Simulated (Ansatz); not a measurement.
The start is a generated cell, Ag placed in the beta-W structure type. The cell and all atomic positions are relaxed at zero pressure with r2SCAN (plane waves to 500 eV, PAW, scalar-relativistic; Ansatz, a first-principles code). First-step values are on the input's coarse k-mesh.

Ansatz input (later rounds restart from its end on a renewed k-mesh):
Ansatz 0.2 input:
```yaml
crystal:
  lattice:
    - [5.187204, 0, 0]
    - [0, 5.187204, 0]
    - [0, 0, 5.187204]
  atoms:
    - { symbol: Ag, position: [0.25, 0, 0.5] }
    - { symbol: Ag, position: [0.75, 0, 0.5] }
    - { symbol: Ag, position: [0, 0.5, 0.25] }
    - { symbol: Ag, position: [0, 0.5, 0.75] }
    - { symbol: Ag, position: [0.5, 0.25, 0] }
    - { symbol: Ag, position: [0.5, 0.75, 0] }
    - { symbol: Ag, position: [0, 0, 0] }
    - { symbol: Ag, position: [0.5, 0.5, 0.5] }
basis: { ecutwfc: 500, ecutrho_ratio: 4, xc_grid: 4, fft_grid_basis: typed }
kpoints: { mp_grid: { grid: [6, 6, 6] } }
hamiltonian:
  xc: r2scan
  dispersion: none
  pseudopotentials: { azcp: { folder: ./paw }, kind: paw }
scf: { occupations: { method: fermi_dirac, width: 0.05 } }
relax: { f_tol: 0.01, max_steps: 100, cell: { stress_tol: 0.02 } }
output: { forces: true, stress: true }
```

Q: What pressure does the first self-consistent step give?

A: +2.4 GPa (positive: the cell is compressed).

Q: How much energy is released per atom?

A: Under 0.01 eV/atom.

Q: How does the volume per atom move from start to end?

A: +2.3 %, from 17.45 to 17.85 Å³/atom.

Q: Is the relaxed structure metallic? Give its gap.

A: No gap (metallic).

Q: What does it relax into? Give the structure.

A: 
```cif
data_Ag8
_chemical_formula_sum 'Ag8'
_space_group_name_H-M_alt 'Pm-3n'
_space_group_IT_number 223
_space_group_name_Hall '-P 4n 2 3'
_cell_length_a 5.22682
_cell_length_b 5.22682
_cell_length_c 5.22682
_cell_angle_alpha 90.000
_cell_angle_beta 90.000
_cell_angle_gamma 90.000
loop_
_atom_site_label
_atom_site_type_symbol
_atom_site_symmetry_multiplicity
_atom_site_Wyckoff_symbol
_atom_site_fract_x
_atom_site_fract_y
_atom_site_fract_z
_atom_site_occupancy
Ag1 Ag 6 c 0.00000 0.50000 0.25000 1
Ag2 Ag 2 a 0.00000 0.00000 0.00000 1
```

The space group stays Pm-3n (No. 223) (the run could not lower it), with 8 atoms in the primitive cell. Final values are on a 9×9×9 k-mesh of the relaxed cell. No spin polarisation in the result.

The run could not lower the symmetry of its start; a shaken copy of this end point relaxes with r2SCAN to R-3c (No. 167), 0.02 eV/atom lower.

The relaxed structure here is a generated cell of Ag: the first start was made by placing the elements on the sites of a structure type, and the end was not matched to a known phase here, so it may be hypothetical. Known forms of Ag include space group No. 225.
